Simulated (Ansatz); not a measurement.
PtSe$_{2}$:
```xyz
3
Lattice="3.6728 0.0000 0.0000 -1.8364 3.1807 0.0000 0.0000 0.0000 31.0000" Properties=species:S:1:pos:R:3 pbc="T T F"
Se     1.8364     1.0602    16.7912
Pt     0.0000     0.0000    15.5000
Se     0.0000     2.1205    14.2088
```
Free-standing layer in the xy plane with vacuum along z and no interaction between images.

Relaxed with LDA. Special points in fractions of this cell's reciprocal vectors: Γ (0.000, 0.000, 0.000); M (0.500, 0.000, 0.000); K (0.333, 0.333, 0.000).

Problem. List the band energies nearest the valence-band maximum at these points for plane-wave PAW LDA (Ansatz code).

Solution. In eV from the valence-band maximum; about four levels below and three above (degenerate sets whole), none deeper than 8.9 eV; … stands for higher levels left out; points with the same levels are listed once.

```csv
k,below,above
Γ,-1.27 -0.71 -0.01 -0.01,3.14 3.14 4.58
M,-2.42 -2.05 -1.93 -1.49,2.52 2.85 4.69
K,-2.68 -2.40 -1.00 -1.00,1.82 1.82 …
```

Space group P-3m1 (1T). A layer that has been made, often on a substrate. The cell was relaxed with LDA under the symmetry of its start; whether a distortion lowers the energy is not shown. The run is not spin-polarised. Scalar-relativistic: spin–orbit coupling is off unless named, which matters more the heavier the elements.

Potentials: the later of the program's two PAW sets.
